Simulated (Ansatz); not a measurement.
**Data sheet: BeMo₂ (DFT)**

BeMo₂:
Space group Fd-3m, origin choice 1 (No. 227); a = b = c = 7.2391 Å, α = β = γ = 90.00°

```tsv
atom	site	symmetry	x	y	z
Mo	16c	.-3m	0.1250	0.1250	0.1250
Be	8b	-43m	0.5000	0.5000	0.5000
```
(The calculation used a cell of 6 atoms; values per cell refer to that cell.)

Space group Fd-3m (No. 227), cubic Laves (MgCu2 type); conventional cell a = 7.239 Å, b = 7.239 Å, c = 7.239 Å, α = 90.00°, β = 90.00°, γ = 90.00°.

Method: PBE in the plane-wave PAW code Ansatz. Geometry: relaxed at this level of theory. Other levels are named where they apply.

Cell and energy:

```json
{
  "volume_per_atom": "15.81 Å³",
  "density": "7.04 g/cm³",
  "Formation energy from the elements (no fitted shifts)": "0.83 eV/atom"
}
```

Electronic structure:

```json
{
 "electronic_character": "metallic (no gap)",
 "Density of states at the Fermi level": "0.92 states/eV per atom (mean over ±0.08 eV)",
 "Gap with spin–orbit coupling": "none (metallic)"
}
```

Mechanics:

```json
{
 "Bulk modulus (Birch–Murnaghan fit)": "164 GPa",
 "Pressure derivative B′": "3.9"
}
```

A made-up cell: these elements were put on the sites of a structure type; neither database checked (COD, Materials Project) lists it. Its standing as an ambient phase is unchecked. The PBE relaxation kept the symmetry of its start; whether a distortion lowers the energy is not shown. No spin polarisation was allowed. The references are the lowest solids computed at this level, not always the standard phases. Scalar-relativistic: spin–orbit coupling is off unless named, which matters more the heavier the elements.

Potentials: the earlier of the program's two PAW sets.
